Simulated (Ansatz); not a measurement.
CaSi₂:
```
CaSi2
1.0
    3.87091     0.00000     0.00000
   -1.93546     3.35231     0.00000
    0.00000     0.00000     4.81325
Ca Si
1 2
Direct
  0.00000   0.00000   0.00000
  0.33333   0.66667   0.41365
  0.66667   0.33333   0.58635
```

Relaxed with PBEsol.

### Question
Map the valence electron density (e/Å³), cut off at 0.4 on the plane through (0.000, 0.000, 0.000) spanned by u = [0, 0, 1] and v = [1, -1, 0] in lattice vectors, from DFT-PBEsol in the program Ansatz with PAW potentials.

### Answer
x is the fraction of u, y of v (the angle between them is 90°; rows are the nearest grid lines); atoms in the plane: Ca at (0.00, 0.00), Si at (0.41, 0.33), Si at (0.59, 0.67).
```
y \ x   0.000  0.0833  0.167  0.292  0.375  0.458  0.542  0.625  0.708  0.833  0.917   1.00
------  -----  ------  -----  -----  -----  -----  -----  -----  -----  -----  -----  -----
1.00    0.400   0.400  0.400  0.065  0.052  0.054  0.054  0.052  0.065  0.400  0.400  0.400
0.912   0.400   0.400  0.358  0.072  0.077  0.088  0.092  0.087  0.085  0.378  0.400  0.400
0.853   0.386   0.240  0.100  0.088  0.122  0.162  0.186  0.180  0.154  0.151  0.275  0.386
0.765   0.070   0.052  0.056  0.118  0.218  0.341  0.348  0.347  0.373  0.199  0.113  0.070
0.706   0.070   0.049  0.054  0.127  0.255  0.325  0.147  0.150  0.400  0.264  0.131  0.070
0.618   0.069   0.049  0.056  0.130  0.261  0.355  0.204  0.198  0.400  0.255  0.128  0.069
0.529   0.063   0.063  0.088  0.190  0.317  0.400  0.400  0.400  0.305  0.144  0.087  0.063
0.471   0.063   0.087  0.144  0.305  0.400  0.400  0.400  0.317  0.190  0.088  0.063  0.063
0.382   0.069   0.128  0.255  0.400  0.198  0.204  0.355  0.261  0.130  0.056  0.049  0.069
0.294   0.070   0.131  0.264  0.400  0.150  0.147  0.325  0.255  0.127  0.054  0.049  0.070
0.235   0.070   0.113  0.199  0.373  0.347  0.348  0.341  0.218  0.118  0.056  0.052  0.070
0.147   0.386   0.275  0.151  0.154  0.180  0.186  0.162  0.122  0.088  0.100  0.240  0.386
0.0882  0.400   0.400  0.378  0.085  0.087  0.092  0.088  0.077  0.072  0.358  0.400  0.400
0.000   0.400   0.400  0.400  0.065  0.052  0.054  0.054  0.052  0.065  0.400  0.400  0.400
```

The density is the valence pseudo-density with augmentation charge, so density and ELF within about 1 Å of a nucleus are not all-electron values.

Space group P-3m1. The workflow started from an entry of the Crystallography Open Database (COD). Its standing as an ambient phase is unchecked. The cell was relaxed with PBEsol under the symmetry of its start; its stability against distortions is not shown here.

Potentials: the later of the program's two PAW sets.
